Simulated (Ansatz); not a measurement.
CuSnF6 in space group R-3 (No. 148; F on 18f, Sn on 3b, Cu on 3a) under volume change, LDA in the plane-wave PAW code Ansatz, shape and atoms relaxed at each volume.

```csv
V (Å³/atom),E − E(relaxed) (meV/atom),P (GPa)
11.218,11.2,4.12
11.587,4.2,2.15
11.957,0.9,0.84
12.327,0.0,0.00
12.697,0.7,-0.55
13.067,2.5,-0.93
13.436,4.9,-1.19
```

**Question.** What does a third-order Birch–Murnaghan fit give for V₀, B₀ and B′?

**Answer.** V₀ = 12.31 Å³/atom, B₀ = 25.1 GPa, B′ = 13.1.

The workflow started from an entry of the Crystallography Open Database (COD), which files this formula under 2 space groups. Whether it is the stable phase at ambient conditions was not checked. The LDA relaxation kept the symmetry of its start; whether a distortion lowers the energy is not shown. The run is not spin-polarised. No Hubbard U is applied. Spin–orbit coupling is left out wherever it is not named.

Potentials: the later of the program's two PAW sets.
